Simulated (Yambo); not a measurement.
CaCd₂P₂ (space group P-3m1, No. 164): a test of whether the lowest BSE state is resolved, against the k mesh (Yambo, LDA bands; otherwise 6 valence and 10 conduction bands, static screening with 71 bands and a 3 Ry block, scissor 0.77 eV, Tamm-Dancoff).

```
k mesh  direct gap (eV)  lowest state (eV)  difference (eV)  k points taking part  rough cost
------  ---------------  -----------------  ---------------  --------------------  ----------
3×3×2              1.43               1.39             0.04                   1.0  about 1/20
6×6×2              1.43               1.35             0.08                   1.0   about 1/3
6×6×4              1.43               1.35             0.08                   1.0           1
```

The last step moves the difference by 0.00 eV. Even the densest mesh doesn't resolve the state: none of these energies is a result, and the difference is no binding energy.

These are vertical excitations (zero momentum). The scissor comes from a G0W0 run whose convergence isn't established; costs are rough.

Spin-orbit splittings are left out.

Geometry of the Materials Project entry, not relaxed at this level; primitive cell a = b = 4.2923 Å, c = 7.0555 Å, α = β = 90.00°, γ = 120.00°.
